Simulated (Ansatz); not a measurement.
## CaHI: levels and charges under dearer methods

A database entry relaxed whole under r2SCAN at zero pressure (P4/nmm, No. 129):

```yaml
crystal:
  lattice:
    - [4.01864, 0.00000, 0.00000]
    - [0.00000, 4.01864, 0.00000]
    - [0.00000, 0.00000, 9.09088]
  atoms:
    - { symbol: Ca, position: [0.00000, 0.50000, 0.13398] }
    - { symbol: Ca, position: [0.50000, 0.00000, 0.86602] }
    - { symbol: H, position: [0.00000, 0.00000, 0.00000] }
    - { symbol: H, position: [0.50000, 0.50000, 0.00000] }
    - { symbol: I, position: [0.00000, 0.50000, 0.69142] }
    - { symbol: I, position: [0.50000, 0.00000, 0.30858] }
```

Its volume is 24.47 Å³ an atom, -0.9 % against the entry's 24.70, which is old or was flagged in a check.

Single points on this cell with plane-wave PAW DFT (Ansatz 0.2.0; r2SCAN 500 eV, hybrids 420 eV; fermi-dirac occupations of width 0.020 eV; no moments): r2SCAN on a 8×8×4 Γ-centred mesh; r2SCAN with spin-orbit coupling on a 8×8×4 Γ-centred mesh; HSE06 on a 6×6×4 Γ-centred mesh; PBE0 on a 6×6×4 Γ-centred mesh.

**Question.** What does each level give for gap and charges?

**Answer.** The runs give:

```csv
level,"gap (eV), or kind",pressure (GPa),Bader charge of Ca (e),Bader charge of H (e),Bader charge of I (e)
r2SCAN,3.86,0.0,+1.52,-0.75,-0.76
r2SCAN with spin-orbit coupling,3.65,0.0,+1.51,-0.75,-0.76
HSE06,4.33,0.1,+1.52,-0.75,-0.77
PBE0,5.03,0.1,+1.52,-0.75,-0.77
```

Under r2SCAN the gap is 3.86 eV, over mesh and band path. HSE06 moves it by +0.47 eV and PBE0 by +1.17 eV; PBE0 keeps its exact exchange at long range, which widens the gap over HSE06's by 0.70 eV on their common mesh. Spin-orbit coupling moves the r2SCAN gap by -0.21 eV, which the hybrid values lack.

Caveats: the relaxation kept the start's symmetry; HSE06 is read on its mesh and at the zone's corners, PBE0 on its mesh alone; hybrid pressures are good to a few tenths of a GPa; pressure is positive in compression.
